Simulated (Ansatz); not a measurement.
According to DFT-r²SCAN in the program Ansatz with PAW potentials, NbAg in the rock salt structure (Fm-3m) relaxes to a = 5.427 Å. Ag has 6 nearest neighbours from 2.71 Å (octahedral); Nb has 6 nearest neighbours from 2.71 Å (octahedral). Its formation energy from the elements is 118 kJ/mol of atoms, with no fitted shifts.

Electronic character: metallic (no gap). Gap from r²SCAN with spin–orbit coupling: none (metallic).

An equation-of-state fit gives a bulk modulus of 129 GPa. The relaxed-ion elastic constants in GPa are C11 = 277, C12 = 54.4, C44 = -9.5. Bader charges are Ag -1.23, Nb +1.23 e.

The start of the workflow was typed in or built on a structure type; neither database checked (COD, Materials Project) lists it. Whether it is the stable phase at ambient conditions was not checked. The r²SCAN relaxation kept the symmetry of its start. At this level the phase is mechanically unstable. The run is not spin-polarised. Its formation energy is positive at this level, so the cell may be metastable or incomplete. As this level gives no gap, shear constants depend on the k-mesh and smearing (Fermi–Dirac, 0.1 eV here). The references are the lowest solids computed at this level, not always the standard phases. Scalar-relativistic: spin–orbit coupling is off unless named, which matters more the heavier the elements.

Potentials: the later of the program's two PAW sets.
